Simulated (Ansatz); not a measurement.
Given:

Ir$_{3}$Rh:
```
Ir3Rh
1.0
   -1.91508     1.91508     3.83503
    1.91508    -1.91508     3.83503
    1.91508     1.91508    -3.83503
Ir Rh
3 1
Direct
  0.75000   0.25000   0.50000
  0.25000   0.75000   0.50000
  0.50000   0.50000   0.00000
  0.00000   0.00000   0.00000
```

This is the r²SCAN-relaxed structure.

All from plane-wave PAW r²SCAN (Ansatz code), unless another level is named. Estimate the formation energy from the elements (no fitted shifts).

-0.018 eV/atom.

What about the density of states at the Fermi level?

0.93 states/eV per atom (mean over ±0.08 eV).

Space group I4/mmm. The first step of the workflow began from a Materials Project structure, measured or hypothetical; the Crystallography Open Database copy checked does not list it. With Ir and Rh taken as one species the cell has the higher symmetry Fm-3m, so it may be an ordered model of a mixed-site phase. Whether it is the stable phase at ambient conditions was not checked. Symmetry was held in the r²SCAN relaxation; whether a distortion lowers the energy is not shown. No spin polarisation was allowed. The references are the lowest solids computed at this level, not always the standard phases. Scalar-relativistic: spin–orbit coupling is off unless named, which matters more the heavier the elements.

Potentials: the later of the program's two PAW sets.
